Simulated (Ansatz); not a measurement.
Starting cell, TiO$_{2}$ (anatase):

```
TiO2
1.0
   -1.88489     1.88489     4.77588
    1.88489    -1.88489     4.77588
    1.88489     1.88489    -4.77588
Ti O
2 4
Direct
  0.50000   0.50000   0.00000
  0.25000   0.75000   0.50000
  0.29247   0.29247   0.00000
  0.04247   0.54247   0.50000
  0.45753   0.95753   0.50000
  0.70753   0.70753   0.00000
```

In this cell atom 6 (O, nearest neighbour Ti at 1.928 Å; its periodic images, 3.8 Å or more away, move with it) is moved by s along Cartesian [111], unit vector (0.577, 0.577, 0.577); all other atoms and the cell stay fixed.

The numbers are results of PBEsol (plane waves to 420 eV, PAW, scalar-relativistic; Ansatz, a first-principles code), not measurements. k mesh 10×10×10 (Γ-centred), Fermi-Dirac smearing 0.05 eV. The energy includes the smearing's −TS. TiO2 is run without spin polarisation. TiO2 was relaxed with its symmetry unable to fall. ΔE is measured from the undisplaced structure.

Task: What ΔE (meV/cell) does the calculation give at s (Å) = -0.190, -0.114, -0.076, 0.152, 0.190?

Result: 
| s (Å) | ΔE (meV/cell) |
|---|---|
| -0.190 | 194.7 |
| -0.114 | 68.5 |
| -0.076 | 30.1 |
| 0.152 | 113.8 |
| 0.190 | 176.9 |

(For displaced atoms, the force is minus the slope of the energy, and its curvature is a force constant, which sets phonon frequencies.)
